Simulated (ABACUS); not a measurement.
A self-consistent single point of Ag (Fm-3m, 1 atom in the cell; from Materials Project mp-124, changed as shown) with ABACUS.

Computed with LDA (PW92), PseudoDojo 0.4 standard norm-conserving LDA (tails mended) pseudopotentials (plane waves; ABACUS).

The change in words: volume scaled by 1.02. Reference geometry (Fm-3m):
```
CELL_PARAMETERS angstrom
      0.00000     2.03720     2.03720
      2.03720     0.00000     2.03720
      2.03720     2.03720     0.00000
ATOMIC_POSITIONS crystal
  Ag 0.00000 0.00000 0.00000
```

Reference input (self-consistent single point, DFT, LDA (PW92), plane waves, PseudoDojo 0.4 standard norm-conserving LDA (tails mended) pseudopotentials): KPT = Gamma 12 12 12 0 0 0; basis_type = pw; dft_functional = PWLDA; ecutwfc = 86 Ry; smearing_method = gaussian; smearing_sigma = 0.0199916 Ry; potentials = PseudoDojo 0.4 standard norm-conserving LDA (tails mended); symmetry = 1; ks_solver = dav_subspace; scf_nmax = 100; scf_thr = 1.0e-09 Ry; mixing_type = pulay. This run's input differs from it in these lines:

```diff
@@ -26,5 +26,5 @@
 LATTICE_VECTORS
-   0.0000000000    3.8497481714    3.8497481714
-   3.8497481714    0.0000000000    3.8497481714
-   3.8497481714    3.8497481714    0.0000000000
+   0.0000000000    3.8752443562    3.8752443562
+   3.8752443562    0.0000000000    3.8752443562
+   3.8752443562    3.8752443562    0.0000000000
```

Log, with long lists cut:

```
 SELF-CONSISTENT
 -------------------------------------------
                                 init_chg = atomic

 PW ALGORITHM --------------- ION=   1  ELEC=   1--------------------------------
 Notice: Threshold on eigenvalues was too large.

 Density error is 0.0728757526486
                          Error Threshold = 0.000383956373496
 E_KohnSham     -309.9579946879      -4217.1948684098
 E_Fermi        1.2623325132         17.1749149497

 PW ALGORITHM --------------- ION=   1  ELEC=   2--------------------------------

 Density error is 0.00194577824401
                          Error Threshold = 0.000383556592887
   [... lines left out ...]

 Density error is 1.01125952987e-09
                          Error Threshold = 3.55961758887e-10
 E_KohnSham     -309.9714539827      -4217.3779915098
 E_Fermi        1.2259237713         16.6795486028

 PW ALGORITHM --------------- ION=   1  ELEC=  10--------------------------------

 Density error is 6.43443567858e-11
                          Error Threshold = 5.32241857826e-12
 E_KohnSham     -309.9714539832      -4217.3779915162
 E_KS(sigma->0) -309.9709984510      -4217.3717936826
 E_entropy(-TS) -0.0009110644        -0.0123956672
 E_Fermi        1.2259211903         16.6795134871
 charge density convergence is achieved
 final etot is -4217.3779915 eV
 EFERMI = 16.679513487 eV

 STATE ENERGY(eV) AND OCCUPATIONS    NSPIN == 1
   [... 17 lines left out ...]

 TOTAL-FORCE (eV/Angstrom)
                       Ag1         0.0000000000         0.0000000000         0.0000000000

 TOTAL-STRESS (KBAR)
       -82.5721383014        -0.0000000000         0.0000000000
        -0.0000000000       -82.5721383014         0.0000000000
        -0.0000000000         0.0000000000       -82.5721383014
 TOTAL-PRESSURE: -82.572138 KBAR

 --------------------------------------------
 !FINAL_ETOT_IS -4217.3779915162094767 eV
 --------------------------------------------
```

The run converged in 10 iterations. Against the reference run the free energy goes up by 15.5 meV/atom and the pressure goes from -6.39 to -8.26 GPa.

The structure comes from a collection of computed structures, made at another level of theory; the collection holds predicted forms beside known ones. Its lattice was then scaled.

Cost on one core: around 30 core-seconds (rough).

“Tails mended”: in these copies of the files the far tail of each local potential was reset to the Coulomb form.
